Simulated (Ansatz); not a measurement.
Ag (fcc, Cu type)

```yaml
crystal:
  lattice:
    - [0.00000, 2.07459, 2.07459]
    - [2.07459, 0.00000, 2.07459]
    - [2.07459, 2.07459, 0.00000]
  atoms:
    - { symbol: Ag, position: [0.00000, 0.00000, 0.00000] }
```

The slice is a {100} plane (indices of the conventional cell) through the point (0.000, 0.000, 0.000) (fractional), spanned by u = [100] and v = [0 1 -1] in vectors of this cell: u (2.93 Å) and v (2.93 Å, at 90° to u). It covers one period; positions are fractions (u, v).

Calculation: PBE (plane waves to 420 eV, PAW, scalar-relativistic; Ansatz, a first-principles code). k mesh 19×19×19. Inside the PAW spheres the values are not all-electron values, and peaks at nuclei hang on which shells count as valence. Ag was relaxed with its symmetry unable to fall. The PAW data are Ansatz's earlier set.

What is the ELF at the midpoint of the shortest Ag–Ag line in this plane (2.93 Å)?

0.16.

What is the valence density on the shortest Ag–Ag line in this plane (2.93 Å), at its midpoint?

0.20 e/Å³.

Sketch the electron localisation function (ELF) on this plane as a map.


```tsv
v \ u	0.00	0.12	0.25	0.38	0.50	0.62	0.75	0.88
0.88	x	0.53	0.38	0.19	0.16	0.19	0.38	0.53
0.75	0.43	0.38	0.25	0.16	0.16	0.16	0.25	0.38
0.62	0.21	0.19	0.16	0.16	0.16	0.16	0.16	0.19
0.50	0.16	0.16	0.16	0.16	0.16	0.16	0.16	0.16
0.38	0.21	0.19	0.16	0.16	0.16	0.16	0.16	0.19
0.25	0.43	0.38	0.25	0.16	0.16	0.16	0.25	0.38
0.12	x	0.53	0.38	0.19	0.16	0.19	0.38	0.53
0.00	x	x	0.43	0.21	0.16	0.21	0.43	x
```

Values: electron localisation function (ELF). Points within 0.5 Å of a nucleus are blanked (x), as the pseudised field means little there.
